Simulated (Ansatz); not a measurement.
Ti2GeC:
```xyz
8
Lattice="3.0537 0.0000 0.0000 -1.5268 2.6446 0.0000 0.0000 0.0000 12.8813" Properties=species:S:1:pos:R:3 pbc="T T T"
Ti     1.5268     0.8815     7.5904
Ti     0.0000     1.7631     5.2909
Ti     0.0000     1.7631     1.1498
Ti     1.5268     0.8815    11.7315
Ge     1.5268     0.8815     3.2203
Ge     0.0000     1.7631     9.6610
C      0.0000     0.0000     6.4406
C      0.0000     0.0000     0.0000
```

Relaxed with PBEsol. Special points in fractions of this cell's reciprocal vectors: Γ (0.000, 0.000, 0.000); M (0.500, 0.000, 0.000); K (0.333, 0.333, 0.000); A (0.000, 0.000, 0.500); L (0.500, 0.000, 0.500); H (0.333, 0.333, 0.500).

Problem. List the band energies nearest the Fermi level at these points for the program Ansatz at the PBEsol with spin–orbit coupling level (PAW).

Solution. In eV from the Fermi level; about four levels below and three above (degenerate sets whole), none deeper than 8.9 eV; points with the same levels are listed once.

```csv
k,below,above
Γ,-2.56 -2.56 -2.56 -2.56 -1.90 -1.90,0.01 0.01 0.46 0.46
M,-1.66 -1.66 -1.55 -1.55,1.06 1.06 1.69 1.69
K,-2.11 -2.11 -0.46 -0.46,0.69 0.69 1.15 1.15
A,-2.56 -2.56 -2.56 -2.56,0.27 0.27 0.27 0.27
L,-1.59 -1.59 -1.59 -1.59,1.38 1.38 1.38 1.38
H,-2.11 -2.11 -2.09 -2.09,0.04 0.04 0.06 0.06
```

Space group P6_3/mmc. The first step of the workflow began from a Materials Project structure, measured or hypothetical; the Crystallography Open Database copy checked does not list it. Whether it is the stable phase at ambient conditions was not checked. The cell was relaxed with PBEsol under the symmetry of its start; of distortions, only those at the zone centre were tested. No spin polarisation was allowed.

Potentials: the later of the program's two PAW sets.
